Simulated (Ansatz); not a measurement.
Input:

Ca$_{3}$Si$_{4}$Ir$_{4}$:
```cif
data_Ca3Ir4Si4
_chemical_formula_sum 'Si4 Ir4 Ca3'
_space_group_name_H-M_alt 'P 1'
_space_group_IT_number 1
_cell_length_a 6.42703
_cell_length_b 6.42703
_cell_length_c 6.42703
_cell_angle_alpha 109.471
_cell_angle_beta 109.471
_cell_angle_gamma 109.471
loop_
_space_group_symop_operation_xyz
  'x, y, z'
loop_
_atom_site_label
_atom_site_type_symbol
_atom_site_fract_x
_atom_site_fract_y
_atom_site_fract_z
_atom_site_occupancy
Si1 Si 0.63335 0.63335 0.63335 1
Si2 Si 0.36665 0.00000 0.00000 1
Si3 Si 0.00000 0.00000 0.36665 1
Si4 Si 0.00000 0.36665 0.00000 1
Ir1 Ir 0.27805 0.27805 0.27805 1
Ir2 Ir 0.72195 0.00000 0.00000 1
Ir3 Ir 0.00000 0.00000 0.72195 1
Ir4 Ir 0.00000 0.72195 0.00000 1
Ca1 Ca 0.00000 0.50000 0.50000 1
Ca2 Ca 0.50000 0.00000 0.50000 1
Ca3 Ca 0.50000 0.50000 0.00000 1
```

This is the r²SCAN-relaxed structure.

All from plane-wave PAW r²SCAN (Ansatz code), unless another level is named. Estimate the electronic character.

metallic (no gap).

Predict the formation energy from the elements (no fitted shifts).

-0.97 eV/atom.

Give the density of states at the Fermi level.

0.49 states/eV per atom (mean over ±0.08 eV).

Give the gap with spin–orbit coupling.

none (metallic).

Space group I-43m. The workflow started from an entry of the Crystallography Open Database (COD). Its standing as an ambient phase is unchecked. The r²SCAN relaxation kept the symmetry of its start; its stability against distortions is not shown here. The run is not spin-polarised. The references are the lowest solids computed at this level, not always the standard phases. Spin–orbit coupling is left out wherever it is not named.

Potentials: the later of the program's two PAW sets.
